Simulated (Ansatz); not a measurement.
LaAl2Ag3 in space group P6/mmm (No. 191; Al on 2c, La on 1a, Ag on 3g) at seven volumes, DFT-r²SCAN in the program Ansatz with PAW potentials, shape and atoms relaxed at each. One row is withheld.

```
V (Å³/atom)  P (GPa)
-----------  -------
18.402         10.33
19.009          6.26
19.616          2.86
20.222          0.00
20.829         -2.40
21.436             ?
22.042         -6.08
```

Task: Fit the shown pressures and predict the withheld one.

Result: Third-order Birch–Murnaghan: P = (3/2)B₀(x^(7/2) − x^(5/2))[1 + (3/4)(B′ − 4)(x − 1)] with x = (V₀/V)^(2/3). Least squares on the six rows gives V₀ = 20.222 Å³/atom, B₀ = 87.02 GPa, B′ = 4.87. At V = 21.436, x = 0.9619 and P = -4.40 GPa. The run itself gave -4.40 GPa.

The workflow started from an entry of the Crystallography Open Database (COD). Its standing as an ambient phase is unchecked. The r²SCAN relaxation kept the symmetry of its start; its stability against distortions is not shown here. No spin polarisation was allowed. Scalar-relativistic: spin–orbit coupling is off unless named, which matters more the heavier the elements.

Potentials: the later of the program's two PAW sets.
